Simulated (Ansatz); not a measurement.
# Computed properties of SnSb

SnSb:
Space group Fm-3m (No. 225); a = b = c = 6.0853 Å, α = β = γ = 90.00°

| atom | site | symmetry | x | y | z |
|---|---|---|---|---|---|
| Sn | 4a | m-3m | 0.0000 | 0.0000 | 0.0000 |
| Sb | 4b | m-3m | 0.5000 | 0.5000 | 0.5000 |
(The calculation used a cell of 2 atoms; values per cell refer to that cell.)

Space group Fm-3m (No. 225), rock salt; conventional cell a = 6.085 Å, b = 6.085 Å, c = 6.085 Å, α = 90.00°, β = 90.00°, γ = 90.00°.

Method: PBEsol (plane waves, PAW; program Ansatz). Structure relaxed to zero pressure with the same functional. Other levels are named where they apply.

**Cell and energy**

- Volume per atom: 28.17 Å³
- Density: 7.09 g/cm³
- Formation energy from the elements (no fitted shifts): -0.020 eV/atom

**Electronic structure**

- Electronic character: metallic (no gap)
- Density of states at the Fermi level: 0.42 states/eV per atom (mean over ±0.08 eV)
- Gap with spin–orbit coupling: none (metallic)

**Mechanics**

- Bulk modulus (Birch–Murnaghan fit) = 59.7 GPa
- Pressure derivative B′ = 4.9
- Elastic constants (relaxed ions, GPa) = C11 = 139, C12 = 19.4, C44 = 14.6
- Mechanical stability = stable (all eigenvalues of C positive)
- Hill bulk and shear moduli = 59.3 and 26.8 GPa
- Young's modulus = 70.0 GPa
- Poisson's ratio = 0.30
- Debye temperature from the elastic constants = 213 K

**Phonons**

* **Highest zone-centre frequency**: 83 cm⁻¹
* **Zone-centre stability**: no imaginary mode at Γ

The workflow started from an entry of the Crystallography Open Database (COD), which files this formula under 2 space groups. Its standing as an ambient phase is unchecked. The cell was relaxed with PBEsol under the symmetry of its start. As this level gives no gap, shear constants depend on the k-mesh and smearing (Fermi–Dirac, 0.1 eV here). As this level gives no gap, phonon frequencies hold no LO–TO term and depend on the k-mesh and smearing (Fermi–Dirac, 0.1 eV here). The references are the lowest solids computed at this level, not always the standard phases. Scalar-relativistic: spin–orbit coupling is off unless named, which matters more the heavier the elements.

Potentials: the later of the program's two PAW sets.
